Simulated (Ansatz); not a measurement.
SiO2:
```
SiO2
1.0
    6.80324     3.92785     4.94132
   -6.80324     3.92785     4.94132
    0.00000    -7.85571     4.94132
Si O
12 24
Cartesian
  1.55421  -5.16034   6.49030
 -1.55421   5.16034   8.33366
  3.69188   3.92615   6.49030
 -3.69188  -3.92615   8.33366
 -5.24609   1.23418   6.49030
  5.24609  -1.23418   8.33366
 -5.24609  -1.23418   8.33366
  5.24609   1.23418   6.49030
  1.55421   5.16034   8.33366
 -1.55421  -5.16034   6.49030
  3.69188  -3.92615   8.33366
 -3.69188   3.92615   6.49030
  1.78320  -4.76712   4.94132
  5.02004   0.83926   4.94132
  3.23684   3.92785   4.94132
 -3.23684   3.92785   4.94132
 -5.02004   0.83926   4.94132
 -1.78320  -4.76712   4.94132
 -2.03101  -1.17260  13.01776
  2.03101   1.17260   1.80620
  2.03101  -1.17260  13.01776
 -2.03101   1.17260   1.80620
  0.00000   2.34521  13.01776
  0.00000  -2.34521   1.80620
 -4.35900   2.51667   6.87679
  4.35900  -2.51667   7.94717
  0.00000  -5.03334   6.87679
  0.00000   5.03334   7.94717
  4.35900   2.51667   6.87679
 -4.35900  -2.51667   7.94717
 -2.39416   4.14681   7.41198
  2.39416  -4.14681   7.41198
 -2.39416  -4.14681   7.41198
  2.39416   4.14681   7.41198
  4.78832   0.00000   7.41198
 -4.78832   0.00000   7.41198
```

Relaxed with r²SCAN. Special points in fractions of this cell's reciprocal vectors: Γ (0.000, 0.000, 0.000); L (0.500, 0.000, 0.000); T (0.500, -0.500, 0.500); P0 (0.430, -0.570, 0.430); P2 (0.430, 0.430, 0.430); F (0.500, -0.500, 0.000).

Question: List the band energies nearest the valence-band maximum at these points for r²SCAN in the plane-wave PAW code Ansatz.

Answer: In eV from the valence-band maximum; about four levels below and three above (degenerate sets whole), none deeper than 8.9 eV; points with the same levels are listed once.

| k | below | above |
|---|---|---|
| Γ | -0.05 -0.03 -0.03 0.00 | 6.57 8.54 8.82 8.82 |
| L | -0.16 -0.11 -0.03 -0.01 | 6.99 7.55 8.74 |
| T | -0.27 -0.27 -0.10 -0.01 0.00 | 7.81 8.00 8.00 |
| P0 | -0.25 -0.25 -0.11 -0.02 0.00 | 7.72 7.99 7.99 |
| F | -0.17 -0.14 -0.06 -0.01 | 7.41 7.69 8.04 |

Space group R-3m. The workflow started from a Materials Project entry (that database holds measured and hypothetical structures alike); the Crystallography Open Database copy checked does not list it. It is not the phase usual at ambient conditions (space group No. 92, 152, 154). The r²SCAN relaxation kept the symmetry of its start; whether a distortion lowers the energy is not shown.

Potentials: the earlier of the program's two PAW sets.
